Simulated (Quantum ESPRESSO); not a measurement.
## One change at a time to IrTa3WZn3

Calculated results; nothing here was measured. They come from Quantum ESPRESSO 7.5, a public plane-wave density functional program. Each row is one single-point run on a made-up periodic cell of eight metal atoms, with elements, volume, strain and displacements drawn at random and not relaxed, so a cell may be unstable or far from any real phase. There is no spin polarisation or spin-orbit coupling.

Settings: PBE unless stated; PseudoDojo standard norm-conserving files; Fermi-Dirac width 0.25 eV, which means electrons at about 2900 K; cutoff 1143 eV; 8 x 5 x 3 k mesh shifted half a step off Gamma. E is the free energy of the whole cell (internal energy minus TS), so a -TS column is already part of it. Stress is positive in tension, and the pressure P is minus a third of its trace.

Checks: one run of this series was repeated at a higher cutoff and on a denser mesh, which moved values by no more than 0.004 eV, 0.05 GPa and 0.018 eV/Å, and a second program with other atomic files agreed on it to 2 % rms in force and 0.5 GPa in pressure. Known limits: heavy elements are run without spin-orbit coupling, which real alloys of them have; a spin test at this wide smearing found no moment, but such smearing suppresses magnetism that the real alloy may have.

The lattice is hexagonal close-packed, and the cell vectors in Å are (-2.807, -0.018, 0.027); (0.046, 0.033, -4.699); (-0.062, -9.659, 0.067), a volume of 127.39 Å³ in run 1. The elements on sites 1 to 8 are Ta W Zn Zn Zn Ir Ta Ta. Each later run makes one change to run 1 and keeps the rest. E is counted from run 1, and is n/a where other atomic files have another zero of energy.

| run | change | V (Å³) | P (GPa) | -TS (eV) | rms force (eV/Å) | largest change of a force component (eV/Å) | E (eV) |
|---|---|---|---|---|---|---|---|
| 1 | none | 127.39 | 8.55 | -1.379 | 0.835 | 0.000 | 0.000 |
| 2 | sites 6 and 8 exchanged | 127.39 | 8.25 | -1.298 | 0.783 | 1.251 | 0.007 |
| 3 | all lengths scaled by +1.07 % | 131.52 | 2.41 | -1.425 | 0.758 | 0.240 | ? |
| 4 | Zr on site 6 | 127.39 | 19.96 | -1.357 | 0.917 | 1.957 | n/a |
| 5 | site 8 moved by -0.06 Å along x | 127.39 | 8.71 | -1.378 | 0.882 | 0.356 | 0.056 |

## Worked estimate

Along a uniform scaling dE = -P dV. The mean of the two pressures is 5.480 GPa and the volume changes by 4.13 Å³, with 160.2 GPa to one eV/Å³. The same two rows give -V dP/dV = 192 GPa for this cell with clamped atoms, which is not the bulk modulus of a real alloy.

## Withheld value

Question: what E should run 3 give?

The estimate is -0.141 eV. The calculation gave -0.139 eV.
